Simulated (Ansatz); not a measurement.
# Response of Bi to small distortions

```
CELL_PARAMETERS angstrom
2.27300 1.31232 3.95400
-2.27300 1.31232 3.95400
0.00000 -2.62463 3.95400
ATOMIC_POSITIONS crystal
Bi 0.23389 0.23389 0.23389
Bi 0.76611 0.76611 0.76611
```

Atoms are numbered in the order listed.

The structure is an experimental refinement, used without relaxation.

Spin–orbit coupling is left out, though it moves levels of the heavy atoms by tenths of an eV or more.

All numbers below come from DFT, LDA, all-electron LAPW, scalar-relativistic (Ansatz 0.2.0).

The runs use a Γ-centred 11×11×11 k mesh, Fermi–Dirac smearing of 0.03 eV, basis error target 0.25 meV/atom, no spin polarisation.

The unchanged cell is at -1.83 GPa.

In a metal, stresses and small energies carry noise from the k mesh.

x, y and z are the Cartesian axes of the cell as listed; fractional coordinates follow a strain, and an engineering shear is twice the off-diagonal strain component.

With equal xy, yz and zx engineering shear strains of -3 %: energy change +7 meV/atom; stress change (xx, yy, zz, yz, xz, xy) -0.60, 0.74, 0.08, 1.33, 0.63, 0.29 GPa, compression positive; change of the force on Bi1 (0.087, 0.175, -0.001) eV/Å.

With equal xy, yz and zx engineering shear strains of -1 %: energy change under 1 meV/atom; stress change (xx, yy, zz, yz, xz, xy) -0.21, 0.22, 0.01, 0.44, 0.22, 0.10 GPa, compression positive; change of the force on Bi1 (0.029, 0.057, 0.000) eV/Å.

(1) With this change (equal xy, yz and zx engineering shear strains of +2 %), what becomes of the energy and stress and forces?

(2) With this change (equal xy, yz and zx engineering shear strains of -2 %), what becomes of the energy and stress and forces?

(3) With this change (equal xy, yz and zx engineering shear strains of +1 %), what becomes of the energy and stress and forces?

(4) With this change (equal xy, yz and zx engineering shear strains of +3 %), what becomes of the energy and stress and forces?

Results:

(1) Energy change +3 meV/atom; stress change (xx, yy, zz, yz, xz, xy) 0.45, -0.39, 0.03, -0.85, -0.44, -0.19 GPa, compression positive; change of the force on Bi1 (-0.060, -0.113, -0.001) eV/Å.

(2) Energy change +3 meV/atom; stress change (xx, yy, zz, yz, xz, xy) -0.41, 0.47, 0.03, 0.88, 0.43, 0.20 GPa, compression positive; change of the force on Bi1 (0.058, 0.116, -0.001) eV/Å.

(3) Energy change under 1 meV/atom; stress change (xx, yy, zz, yz, xz, xy) 0.22, -0.20, 0.01, -0.43, -0.22, -0.10 GPa, compression positive; change of the force on Bi2 (0.030, 0.057, 0.000) eV/Å.

(4) Energy change +7 meV/atom; stress change (xx, yy, zz, yz, xz, xy) 0.68, -0.54, 0.08, -1.26, -0.67, -0.28 GPa, compression positive; change of the force on Bi1 (-0.090, -0.168, -0.001) eV/Å.
